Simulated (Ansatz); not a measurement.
Consider the following.

PIr₂ (fluorite or antifluorite type, space group No. 225), a = b = c = 5.5480 Å, α = β = γ = 90.00°; the cell used has 3 atoms.

This is the r²SCAN-relaxed structure.

**Question.** All from DFT-r²SCAN in the program Ansatz with PAW potentials, unless another level is named. Predict the electronic character.

**Answer.** metallic (no gap).

**Question.** Next, the formation energy from the elements (no fitted shifts)?

**Answer.** -46 kJ/mol of atoms.

**Question.** What about the density of states at the Fermi level?

**Answer.** 0.25 states/eV per atom (mean over ±0.08 eV).

Space group Fm-3m (fluorite or antifluorite type). The first step of the workflow began from a Materials Project structure, measured or hypothetical; the Crystallography Open Database files this formula in space group No. 225, but the cells were not matched. Its standing as an ambient phase is unchecked. Symmetry was held in the r²SCAN relaxation; its stability against distortions is not shown here. No spin polarisation was allowed. The references are the lowest solids computed at this level, not always the standard phases. Spin–orbit coupling is left out wherever it is not named.

Potentials: the later of the program's two PAW sets.
